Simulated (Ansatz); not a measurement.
TiAl (CuAu type, space group P4/mmm)

```xyz
2
Lattice="2.8243 0.0000 0.0000 0.0000 2.8243 0.0000 0.0000 0.0000 4.0707" Properties=species:S:1:pos:R:3 pbc="T T T"
Al     1.4121     1.4121     2.0354
Ti     0.0000     0.0000     0.0000
```

In this cell atom 2 (Ti, nearest neighbour Ti at 2.824 Å; its periodic images, 2.8 Å or more away, move with it) is moved by s along Cartesian z, unit vector (0.000, 0.000, 1.000); all other atoms and the cell stay fixed.

Method: PBE (plane waves to 420 eV, PAW, scalar-relativistic; Ansatz, a program for electronic structure). k mesh 13×13×9 (Γ-centred), Fermi-Dirac smearing 0.05 eV. Energies are smeared free energies. With partly filled bands, energies and forces of such displacements shift with the k mesh and the smearing. TiAl is run without spin polarisation. TiAl was relaxed with its symmetry unable to fall. ΔE is measured from the undisplaced structure. The last digit holds for this mesh only.

```tsv
s (Å)	ΔE (meV/cell)
-0.560	1007.2
-0.448	625.5
-0.336	340.5
-0.224	146.0
-0.112	35.5
0.000	0.0
0.112	35.5
0.224	146.0
0.336	340.5
0.448	625.5
0.560	1007.2
```

Task: What force constant k = d²E/ds² at s = 0 does the table give?

Result: 5.6 eV/Å². It is the second difference of the nearest points, corrected with the next pair.

Task: With k = 5.62 eV/Å² from the forces, is the well harmonic out to s = 0.560 Å?

Result: ½ks² = 881 meV/cell against the computed 1007 meV/cell, so the well is stiffer than harmonic there.

(A displaced cell: forces are minus the slopes of the energy, force constants its curvatures, and phonons follow from these.)
